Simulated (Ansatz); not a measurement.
ZnGeO₃:
```
ZnGeO3
1.0
    2.48311     1.43362     4.61740
   -2.48311     1.43362     4.61740
    0.00000    -2.86724     4.61740
Zn Ge O
2 2 6
Direct
  0.36745   0.36745   0.36745
  0.63255   0.63255   0.63255
  0.15634   0.15634   0.15634
  0.84366   0.84366   0.84366
  0.78527   0.04720   0.43874
  0.21473   0.95280   0.56126
  0.04720   0.43874   0.78527
  0.95280   0.56126   0.21473
  0.43874   0.78527   0.04720
  0.56126   0.21473   0.95280
```

Relaxed with r²SCAN. Independent-particle spectrum: no excitons, no local fields, no scissors shift; 0.1 eV broadening; ε₁ of the summed bands alone.

Task: Tabulate the dielectric function from r²SCAN in the plane-wave PAW code Ansatz.

Result: 

| E (eV) | ε₁ xx | ε₂ xx | ε₁ zz | ε₂ zz |
|---|---|---|---|---|
| 0.0 | 3.81 | 0.00 | 3.71 | 0.00 |
| 0.3 | 3.82 | 0.00 | 3.72 | 0.00 |
| 0.6 | 3.83 | 0.00 | 3.73 | 0.00 |
| 0.9 | 3.84 | 0.00 | 3.74 | 0.00 |
| 1.2 | 3.87 | 0.00 | 3.77 | 0.00 |
| 1.5 | 3.90 | 0.00 | 3.80 | 0.00 |
| 1.8 | 3.94 | 0.00 | 3.84 | 0.00 |
| 2.1 | 3.99 | 0.00 | 3.90 | 0.00 |
| 2.4 | 4.05 | 0.00 | 3.96 | 0.00 |
| 2.7 | 4.13 | 0.00 | 4.05 | 0.00 |
| 3.0 | 4.24 | 0.00 | 4.18 | 0.00 |
| 3.3 | 4.41 | 0.00 | 4.39 | 0.01 |
| 3.6 | 4.64 | 0.15 | 4.75 | 0.24 |
| 3.9 | 4.72 | 0.30 | 4.70 | 0.64 |
| 4.2 | 4.96 | 0.49 | 4.60 | 0.83 |
| 4.5 | 4.92 | 0.81 | 4.53 | 0.94 |
| 4.8 | 4.86 | 0.99 | 4.48 | 1.03 |
| 5.1 | 4.84 | 1.11 | 4.47 | 1.10 |
| 5.4 | 4.84 | 1.23 | 4.48 | 1.16 |
| 5.7 | 4.88 | 1.34 | 4.53 | 1.21 |
| 6.0 | 4.95 | 1.51 | 4.63 | 1.27 |
| 6.3 | 4.91 | 1.64 | 4.85 | 1.38 |
| 6.6 | 5.14 | 1.72 | 5.17 | 1.59 |
| 6.9 | 5.30 | 2.37 | 5.57 | 2.56 |
| 7.2 | 4.80 | 2.75 | 4.64 | 3.70 |
| 7.5 | 4.73 | 2.46 | 4.11 | 2.49 |
| 7.8 | 4.95 | 2.98 | 4.43 | 3.27 |
| 8.1 | 4.72 | 3.43 | 3.59 | 3.93 |
| 8.4 | 4.26 | 3.45 | 2.35 | 3.33 |
| 8.7 | 4.08 | 3.46 | 2.47 | 2.31 |
| 9.0 | 4.08 | 3.56 | 3.14 | 1.81 |
| 9.3 | 4.62 | 3.81 | 4.14 | 1.95 |
| 9.6 | 3.74 | 5.40 | 4.43 | 3.40 |
| 9.9 | 2.67 | 4.92 | 3.34 | 3.63 |
| 10.2 | 2.31 | 4.38 | 3.43 | 3.77 |
| 10.5 | 2.42 | 4.18 | 2.93 | 3.77 |
| 10.8 | 2.26 | 4.07 | 2.54 | 3.44 |
| 11.1 | 2.02 | 4.34 | 2.62 | 3.27 |
| 11.4 | 1.27 | 4.28 | 2.77 | 3.73 |
| 11.7 | 1.50 | 3.51 | 2.64 | 3.88 |
| 12.0 | 1.69 | 3.80 | 2.19 | 4.19 |

Task: From ε at 4.3 eV (xx: 4.97 + 0.64i), find n, k, the normal reflectivity and the absorption coefficient.

Result: n = 2.23, k = 0.143, R = 15 %, α = 2kE/ħc = 62000 cm⁻¹.

With all bands, ε∞ without local fields is 4.02 (xx = yy), 3.92 (zz). DFPT, with local fields, gives 4.07 (xx = yy), 3.90 (zz).

Space group R-3. The workflow started from a Materials Project entry (that database holds measured and hypothetical structures alike); the Crystallography Open Database copy checked does not list it. Whether it is the stable phase at ambient conditions was not checked. The r²SCAN relaxation kept the symmetry of its start; whether a distortion lowers the energy is not shown. Spin–orbit coupling is left out wherever it is not named.

Potentials: the later of the program's two PAW sets.
